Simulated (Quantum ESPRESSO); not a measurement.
Field gradients of ZnS from PBE PAW (JTH datasets; density from pw.x of a modified build of Quantum ESPRESSO, gradients reconstructed from it by a script), 20 Ha, k-mesh 7×7×4 through Γ:

```
ZnS
1.0
    3.80580     0.00000     0.00000
   -1.90290     3.29592     0.00000
    0.00000     0.00000     6.23798
Zn S
2 2
Direct
  0.33333   0.66667   0.00014
  0.66667   0.33333   0.50014
  0.33333   0.66667   0.38127
  0.66667   0.33333   0.88127
```
The cell was made here from a computed Materials Project entry: S3 and its equivalents moved by 0.04 Å along (0.00, 0.00, 1.00), space group kept. The parent is ZnS in P6₃mc. Stability against distortions was not tested.

Vzz is the sum of three terms, each taken along its main axis: the smooth valence density, the ions (nucleus and frozen core) with the augmentation charges of all other spheres, and the all-electron minus smooth density in the atom's own sphere. The split hangs on the datasets.  Cores are frozen. Against all-electron runs on small test molecules, this scheme's |Vzz| missed by +4 % on Zn, −3 % on S.

```
site             smooth valence density  ions and other spheres  own sphere  Vzz (a.u.)
---------------  ----------------------  ----------------------  ----------  ----------
Zn (atoms 1, 2)                   0.012                  -0.012         ___         ___
S (atoms 3, 4)                    0.008                  -0.009         ___         ___
```

Task: Fill in the missing entries.

Result: 
- Zn (atoms 1, 2), own sphere: 0.129
- Zn (atoms 1, 2), Vzz (a.u.): 0.129
- S (atoms 3, 4), own sphere: -0.022
- S (atoms 3, 4), Vzz (a.u.): -0.022
